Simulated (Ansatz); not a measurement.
# W (Im-3m), generalised stacking fault

Theory: Ansatz, DFT PBEsol, scalar-relativistic, plane waves, PAW. The runs took a 420 eV cutoff, a Γ-centred 23×23×7 mesh and Gaussian smearing (0.15 eV). Spin–orbit coupling is left out, which can shift energies with elements as heavy as these. No spin polarisation. Energies are free energies at this smearing, counted from the undisturbed cell; pressure is positive in compression.

The undisturbed cell (relaxed at this level; with this scan's settings it stands at -0.1 GPa):

```
W
1.0
    -1.57718    1.57718   -1.57718
    -1.57718   -1.57718    1.57718
     0.00000    6.30872    6.30872
W
4
Direct
  0.00000 0.00000 0.87500
  0.50000 0.50000 0.12500
  0.00000 0.00000 0.37500
  0.50000 0.50000 0.62500
```

The cut lies on the cell's a–b face, a (0 1 1) plane (indices in the standard cell, whose axes needn't be the Cartesian ones shown) of area 7.04 Å², between layers 2.23 Å apart. Vector c is tilted by f times 1·a + 1·b (length 3.154 Å) with the atoms' Cartesian places fixed: one unrelaxed fault a cell. The cell is metallic on the mesh throughout.

| f | γ (mJ/m²) | shear traction, the slope of γ along the slip (GPa) |
| --- | --- | --- |
| 0.0000 | 0 | 0.0 |
| 0.1000 | 367 | 23.5 |
| 0.2000 | 1483 | 46.7 |
| 0.3000 | 3187 | 57.8 |
| 0.4000 | 4802 | 39.1 |
| 0.5000 | ? | 0.0 |

By symmetry 0.6000 repeats 0.4000, 0.8000 repeats 0.2000, 0.7000 repeats 0.3000, 0.9000 repeats 0.1000 in energy, with the opposite slope along the path.

Give the withheld values.

γ (mJ/m²) at f = 0.5000: 5433.

Cost: 6 runs of about 8 core-minutes in all, on Arm Neoverse V1 (shared hosts).